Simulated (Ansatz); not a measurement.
SiBiO3:
```xyz
5
Lattice="3.3594 0.0000 0.0000 0.0000 3.3594 0.0000 0.0000 0.0000 5.6132" Properties=species:S:1:pos:R:3 pbc="T T T"
Si     1.6797     1.6797     3.4111
Bi     0.0000     0.0000     0.9165
O      0.0000     1.6797     2.8708
O      1.6797     0.0000     2.8708
O      1.6797     1.6797     5.0314
```

Relaxed with r²SCAN. Special points in fractions of this cell's reciprocal vectors: Γ (0.000, 0.000, 0.000); X (0.000, 0.500, 0.000); M (0.500, 0.500, 0.000); Z (0.000, 0.000, 0.500); R (0.000, 0.500, 0.500); A (0.500, 0.500, 0.500).

Question: List the band energies nearest the Fermi level at these points for the program Ansatz at the r²SCAN level (PAW).

Answer: In eV from the Fermi level; about four levels below and three above (degenerate sets whole), none deeper than 8.9 eV; … stands for higher levels left out; points with the same levels are listed once.

| k | below | above |
|---|---|---|
| Γ | -3.70 -3.70 -2.73 -2.73 | 2.08 2.49 3.45 3.45 |
| X | -4.45 -3.46 -2.54 -1.37 | 3.17 4.69 6.12 |
| M | -5.44 -5.44 -4.07 -1.09 | 0.53 0.53 1.48 |
| Z | -3.87 -3.87 -3.82 -2.69 -2.69 | 0.40 2.78 3.80 3.80 |
| R | -4.43 -3.47 -3.46 -0.41 | 3.32 4.52 6.16 |
| A | -3.65 -3.65 -1.09 -0.58 -0.58 | 2.70 3.49 … |

Space group P4mm. The start of the workflow was typed in or built on a structure type; neither database checked (COD, Materials Project) lists it. Whether it is the stable phase at ambient conditions was not checked. The cell was relaxed with r²SCAN under the symmetry of its start; its stability against distortions is not shown here. The volume moved by 20 % from the start of the relaxation. With an odd number of electrons in the cell and no spin polarisation, the count alone makes it a metal. Scalar-relativistic: spin–orbit coupling is off unless named, which matters more the heavier the elements.

Potentials: the earlier of the program's two PAW sets. The files were generated under PBE; for other functionals the program regenerates the frozen cores, and for LDA and PBEsol the local potential too.
